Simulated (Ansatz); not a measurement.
Relaxed TaAs (NbAs type, space group I4_1md):

```
TaAs
1.0
   -1.73153     1.73153     5.86650
    1.73153    -1.73153     5.86650
    1.73153     1.73153    -5.86650
Ta As
2 2
Direct
  0.99912   0.99912   0.00000
  0.74912   0.24912   0.50000
  0.41688   0.41688   0.00000
  0.16688   0.66688   0.50000
```

Scan: atom 3 (As, nearest neighbour Ta at 2.622 Å; its periodic images, 3.5 Å or more away, move with it) is displaced along Cartesian [110], direction (0.707, 0.707, 0.000) in Cartesian axes, by s. The other atoms stay.

Computed with PBE (plane waves to 420 eV, PAW, scalar-relativistic; Ansatz, a first-principles code). k mesh 15×15×15 (Γ-centred), Fermi-Dirac smearing 0.05 eV. E stands for the smeared free energy. Left out: 2 of 11 points, with atoms too close for the PAW data. With partly filled bands, energies and forces of such displacements shift with the k mesh and the smearing. At this level the bands of TaAs touch or barely overlap. Spin-orbit coupling is left out, though Ta is heavy. TaAs is run without spin polarisation. TaAs was relaxed with its symmetry unable to fall. ΔE is measured from the undisplaced structure.

The scan covers s from -0.416 to 0.416 Å in 9 points.

**Question.** Is the energy the same for equal positive and negative displacements?

**Answer.** Even: the same for both signs. With its periodic images moving along, the atom's site symmetry in this cell is mm2.

**Question.** What is the force constant k = d²E/ds² of this move at s = 0?

**Answer.** 11.9 eV/Å².

(A displaced cell: forces are minus the slopes of the energy, force constants its curvatures, and phonons follow from these.)
